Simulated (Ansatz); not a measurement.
## An elastic constant from a strain scan in SnO

All numbers below come from DFT r2SCAN, scalar-relativistic, plane waves, PAW in Ansatz. Cutoff 500 eV, Γ-centred 10×10×8 k-points, Gaussian smearing of 0.03 eV. No spin polarisation. Energies are free energies at this smearing, counted from the undisturbed cell; pressure is positive in compression.

The undisturbed cell (as given, not relaxed at this level; it stands at 0.1 GPa):

```yaml
crystal:
  lattice:
    - [3.80200, 0.00000, 0.00000]
    - [0.00000, 3.80200, 0.00000]
    - [0.00000, 0.00000, 4.83600]
  atoms:
    - { symbol: Sn, position: [0.00000, 0.50000, 0.23850] }
    - { symbol: Sn, position: [0.50000, 0.00000, 0.76150] }
    - { symbol: O, position: [0.00000, 0.00000, 0.00000] }
    - { symbol: O, position: [0.50000, 0.50000, 0.00000] }
```

The cell is strained by ε times the Voigt pattern (1, -1, 0, 0, 0, 0) (xx, yy, zz, yz, xz, xy; engineering shear) with fractional coordinates fixed. The cell holds 4 atoms in V0 = 69.91 Å³. The stress column is τ = (1/V0) dE/dε, got from the stress tensor σ (compression positive) at each point as −det(1 + εP) σ : P(1 + εP)⁻¹, with P the pattern as a tensor.

```csv
ε,ΔE (meV/atom),τ (GPa)
-0.1312,148.825,-25.189
-0.1125,103.388,-19.546
-0.0937,68.243,-14.879
-0.0750,41.944,-11.023
-0.0562,22.781,-7.752
-0.0375,9.902,-4.936
-0.0187,2.427,-2.391
0.0000,0.000,0.000
0.0187,2.427,2.391
0.0375,9.902,4.936
0.0562,22.781,7.752
0.0750,41.944,11.023
0.0937,68.243,14.879
0.1125,103.388,19.546
0.1312,148.825,25.189
0.1500,?,?
```

Task: Which combination of elastic constants does this scan measure, and how large is it?

Result: For small ε, τ = τ0 + Kε with K = pᵀCp, which for this pattern is C11 + C22 − 2 C12 in the Cartesian frame shown. The parabola through τ at ε = -0.0187, 0 and 0.0187 has slope K = 128 GPa at zero. The energies per cell, E = NΔE, of the same two points give K = 2[E(ε₊)/ε₊ − E(ε₋)/ε₋]/[(ε₊ − ε₋)V0] = 127 GPa, in agreement. These are clamped-ion values.

Task: Predict the withheld row at ε = 0.1500 from the harmonic law, and compare.

Result: ΔE = V0(τ0 ε + Kε²/2)/N = 156.903 meV/atom and τ = 19.18 GPa. The calculation gives 207.336 meV/atom and 32.11 GPa: the energy lies 32 % above the harmonic value.

Forces appear on the atoms along this scan, and letting them relax would lower the energy and soften the response.

Cost: 9 runs of about 2.5 core-minutes in all, on Intel Xeon 6975P-C (Granite Rapids) (shared hosts).